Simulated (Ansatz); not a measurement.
# Relaxing a structure of Si2W

The start is a generated cell, Si2W built in the C49 structure type. The structure is fully relaxed (lattice and positions, P = 0) with PBE (plane waves to 420 eV, PAW, scalar-relativistic; Ansatz, a quantum-chemistry and plane-wave program). The first steps use a coarse 7×7×7 k-mesh.

The start:
```yaml
crystal:
  lattice:
    - [1.76463, -6.96388, 0.00000]
    - [1.76463, 6.96388, 0.00000]
    - [0.00000, 0.00000, 3.47248]
  atoms:
    - { symbol: Si, position: [0.93900, 0.06100, 0.75000] }
    - { symbol: Si, position: [0.06100, 0.93900, 0.25000] }
    - { symbol: Si, position: [0.25000, 0.75000, 0.75000] }
    - { symbol: Si, position: [0.75000, 0.25000, 0.25000] }
    - { symbol: W, position: [0.60400, 0.39600, 0.75000] }
    - { symbol: W, position: [0.39600, 0.60400, 0.25000] }
```

Task: What is the largest force in the starting geometry, and on which atom (counted from 1)?

Result: About 1.6 eV/Å, on W5, W6 (atoms numbered as listed).

Task: By how much does the energy per atom fall from start to end?

Result: 0.11 eV/atom.

Task: How does the volume change?

Result: +5.8 %, from 14.22 to 15.06 Å³/atom.

Task: How do the shortest distances between atoms change?

Result: The closest pairs of elements (up to four, under 3.6 Å), start → end: Si–Si 2.43 → 2.41 Å; Si–W 2.55 → 2.53 Å; W–W 3.38 → 3.37 Å.

Task: What band gap does the relaxed structure have at this level?

Result: Zero (metallic).

The space group stays Cmcm (No. 63) (the run could not lower it); the end is AFLOW prototype A2B_oC12_63_2c_c (C49, as in ZrSi2), with 6 atoms in the primitive cell. Final values are on a 14×14×14 k-mesh of the relaxed cell. No spin polarisation in the result.

The run could not lose the symmetry of its start, so the end can be a saddle point.

The relaxed structure here is a generated cell of Si2W: the first start was made by placing the elements on the sites of a structure type, and the end was not matched to a known phase here, so it may be hypothetical. Known forms of Si2W include space group No. 139.
